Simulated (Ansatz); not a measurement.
NbC (NiAs type, P6_3/mmc), LDA (plane waves, PAW; program Ansatz), all energies at zero smearing, with the estimated change up to a 700 eV cutoff added, with one set of potentials and settings (totals compare only within such a set). Cell of 4 atoms (2 Nb, 2 C): -9373.301 eV.

| element | reference phase | E (eV/atom) |
|---|---|---|
| Nb | Im-3m, 1 atoms in the cell | -4442.5966 |
| C | Fd-3m, 2 atoms in the cell | -242.9976 |

Formation energy per atom, worked out: (-9373.301 − 2×(-4442.5966) − 2×(-242.9976))/4 = -0.528 eV/atom (-51 kJ per mol of atoms), at 0 K, without zero-point energy or fitted corrections.

The workflow started from a Materials Project entry (that database holds measured and hypothetical structures alike); the Crystallography Open Database copy checked does not list it. It is not the phase usual at ambient conditions (space group No. 225). Symmetry was held in the LDA relaxation; its stability against distortions is not shown here. The run is not spin-polarised. The references are the lowest solids computed at this level, not always the standard phases.

Potentials: the later of the program's two PAW sets.
